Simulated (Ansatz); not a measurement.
MoSeS:
```
CELL_PARAMETERS angstrom
      3.23822     0.00000     0.00000
     -1.61911     2.80438     0.00000
      0.00000     0.00000    12.83012
ATOMIC_POSITIONS crystal
  Mo 0.33333 0.66667 0.00000
  Mo 0.66667 0.33333 0.50000
  Se 0.33333 0.66667 0.63090
  Se 0.33333 0.66667 0.36910
  S  0.66667 0.33333 0.88046
  S  0.66667 0.33333 0.11954
```

Relaxed with r²SCAN+D4.

Question: Give the Bader charges and basin volumes of the independent atoms, r²SCAN+D4 in the plane-wave PAW code Ansatz.

Answer: 

```
atom  Bader charge (e)  Bader volume (Å³)
----  ----------------  -----------------
Mo1              +1.34               12.7
Mo2              +1.04               13.5
Se3              -0.51               23.4
S5               -0.68               21.7
```

Space group P-6m2. The workflow started from a Materials Project entry (that database holds measured and hypothetical structures alike); the Crystallography Open Database copy checked does not list it. With Se and S taken as one species the cell has the higher symmetry P6_3/mmc, so it may be an ordered model of a mixed-site phase. Whether it is the stable phase at ambient conditions was not checked. Symmetry was held in the r²SCAN+D4 relaxation; whether a distortion lowers the energy is not shown. The run is not spin-polarised.

Potentials: the later of the program's two PAW sets.
